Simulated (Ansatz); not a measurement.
TaN: frozen-core PAW against all-electron methods

```xyz
6
Lattice="5.1850 0.0000 0.0000 -2.5925 4.4903 0.0000 0.0000 0.0000 2.9080" Properties=species:S:1:pos:R:3 pbc="T T T"
Ta    0.0000    0.0000    0.0000
Ta    0.0000    2.9936    1.4540
Ta    2.5925    1.4968    1.4540
N     2.5925    0.0000    0.0000
N     1.2962    2.2452    0.0000
N    -1.2962    2.2452    0.0000
```

Atoms are numbered in the order listed.

The cell comes from COD entry 1539256, which wasn't checked; take it as a given geometry.

No spin–orbit coupling, which matters for the heavy atoms here.

Levels of theory: DFT, LDA, PAW with Ansatz's default frozen-core files, scalar-relativistic (Ansatz 0.2.0); DFT, LDA, all-electron PAW with datasets made for the crystal, scalar-relativistic (Ansatz 0.2.0); DFT, LDA, all-electron LAPW, scalar-relativistic (Ansatz 0.2.0).

For PAW: a Γ-centred 5×5×8 k mesh, Fermi–Dirac smearing of 0.03 eV, cutoff 420 eV, no spin polarisation; the PAW files were made with PBE, and the program remakes their frozen cores for this functional. The crystal-made all-electron datasets (AE datasets) take a cutoff of 500 eV at this cell. LAPW targets a basis error of 0.5 meV/atom. The Ansatz runs share mesh, smearing and spin set-up. Plane-wave (PAW) pressures include the program's estimate of the Pulay term.

Stress and pressure are positive in compression.

Spin–orbit coupling is left out, which moves gradients at and beside heavy atoms by some per cent and at worst by a factor of two.

In a metal, gradients converge slowly with the k mesh: the values move by tens of per cent from one mesh to another, at times in sign, so only the comparison on one mesh counts.

Levels count from the Fermi level.

```tsv
quantity	PAW	AE datasets	LAPW
pressure (GPa)	-4.72	-4.76	-4.76
stress xx (GPa)	-3.88	-3.88	-3.88
stress zz (GPa)	-6.40	-6.52	-6.52
highest filled level at L (eV)	-1.233	-1.234	-1.234
lowest empty level at L (eV)	1.027	1.025	1.025
highest filled level at A (eV)	-1.942	-1.943	-1.943
lowest empty level at A (eV)	0.845	0.850	0.850
highest filled level at Γ (eV)	-1.299	-1.300	-1.300
lowest empty level at Γ (eV)	0.765	0.757	0.757
field gradient Vzz at Ta1 (10²¹ V/m²)	?	?	–
field gradient Vzz at Ta2 (10²¹ V/m²)	?	-35.56	–
```

Q: Give the missing entry: row "field gradient Vzz at Ta2 (10²¹ V/m²)", column "PAW".

A: -38.46.

Q: What belongs in the row "field gradient Vzz at Ta1 (10²¹ V/m²)", column "PAW"?

A: -45.83.

Q: What belongs in the row "field gradient Vzz at Ta1 (10²¹ V/m²)", column "AE datasets"?

A: -46.15.
